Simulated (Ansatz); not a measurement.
Relaxed HfO2 (fluorite):

```
CELL_PARAMETERS angstrom
      0.00000     5.09760     5.09760
      2.54880     0.00000     2.54880
      2.54880     2.54880     0.00000
ATOMIC_POSITIONS crystal
  Hf 0.00000 0.00000 0.00000
  Hf 0.50000 0.00000 0.00000
  O  0.12500 0.25000 0.25000
  O  0.62500 0.25000 0.25000
  O  0.37500 0.75000 0.75000
  O  0.87500 0.75000 0.75000
```

Two-dimensional scan of atom 5 (O, nearest neighbour Hf at 2.207 Å; its periodic images, 3.6 Å or more away, move with it): u runs along (0.707, 0.707, 0.000), v along (0.000, 0.000, 1.000) (Cartesian). Cell and other atoms are fixed.

These are PBE (plane waves to 420 eV, PAW, scalar-relativistic; Ansatz, a first-principles code) values and carry that method's errors. k mesh 9×9×9 (Γ-centred), Fermi-Dirac smearing 0.05 eV. The energy includes the smearing's −TS. Points where atoms come too close for the PAW data are left out (x in tables, blank in figures). HfO2 is run without spin polarisation. HfO2 was relaxed with its symmetry unable to fall. Spin-orbit coupling is left out, though Hf is heavy. This is a high-temperature form of HfO2. The zero of ΔE is the undisplaced structure. Axes are in Å.

Q: Give the computed ΔE (meV/cell) at all points of the grid u = -0.330, -0.220, -0.110, 0.000, 0.110, 0.220, 0.330 by v = -0.330, -0.220, -0.110, 0.000, 0.110, 0.220, 0.330.

A: ΔE (meV/cell), with u across and v down:

| v \ u | -0.330 | -0.220 | -0.110 | 0.000 | 0.110 | 0.220 | 0.330 |
|---|---|---|---|---|---|---|---|
| -0.330 | 911 | 769 | 690 | 665 | 690 | 769 | 911 |
| -0.220 | 652 | 445 | 329 | 291 | 329 | 445 | 652 |
| -0.110 | 563 | 282 | 123 | 72 | 123 | 282 | 563 |
| 0.000 | 646 | 277 | 68 | 0 | 68 | 277 | 646 |
| 0.110 | 907 | 430 | 159 | 72 | 159 | 430 | 907 |
| 0.220 | 1358 | 746 | 402 | 291 | 402 | 746 | 1358 |
| 0.330 | x | 1238 | 806 | 667 | 806 | 1238 | x |

(A displaced cell: forces are minus the slopes of the energy, force constants its curvatures, and phonons follow from these.)
